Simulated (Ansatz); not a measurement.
MoS₂:
```yaml
crystal:
  lattice:
    - [3.15596, 0.00000, 0.00000]
    - [-1.57798, 2.73314, 0.00000]
    - [0.00000, 0.00000, 12.12577]
  atoms:
    - { symbol: Mo, position: [0.00000, 0.00000, 0.25000] }
    - { symbol: Mo, position: [0.00000, 0.00000, 0.75000] }
    - { symbol: S, position: [0.33333, 0.66667, 0.37883] }
    - { symbol: S, position: [0.66667, 0.33333, 0.62117] }
    - { symbol: S, position: [0.66667, 0.33333, 0.87883] }
    - { symbol: S, position: [0.33333, 0.66667, 0.12117] }
```

Relaxed with PBE+D3(BJ). Special points in fractions of this cell's reciprocal vectors: Γ (0.000, 0.000, 0.000); M (0.500, 0.000, 0.000); K (0.333, 0.333, 0.000); A (0.000, 0.000, 0.500); L (0.500, 0.000, 0.500); H (0.333, 0.333, 0.500).

Task: List the band energies nearest the valence-band maximum at these points for PBE+D3(BJ) with spin–orbit coupling (plane waves, PAW; program Ansatz).

Result: In eV from the valence-band maximum; about four levels below and three above (degenerate sets whole), none deeper than 8.9 eV; points with the same levels are listed once.

| k | below | above |
|---|---|---|
| Γ | -1.18 -1.18 0.00 0.00 | 1.90 1.90 1.98 1.98 |
| M | -1.61 -1.61 -1.23 -1.23 | 1.52 1.52 1.58 1.58 |
| K | -0.86 -0.86 -0.71 -0.71 | 0.96 0.96 0.99 0.99 |
| A | -0.30 -0.30 -0.30 -0.30 | 1.97 1.97 1.97 1.97 |
| L | -1.33 -1.33 -1.33 -1.33 | 1.55 1.55 1.55 1.55 |
| H | -0.83 -0.83 -0.68 -0.68 | 0.97 0.97 0.97 0.97 |

Space group P6_3/mmc. The workflow started from a Materials Project entry (that database holds measured and hypothetical structures alike). Its sites differ from those of the usual phase in this space group: another stacking or structure type. Symmetry was held in the PBE+D3(BJ) relaxation; its stability against distortions is not shown here. No spin polarisation was allowed.

Potentials: the later of the program's two PAW sets.
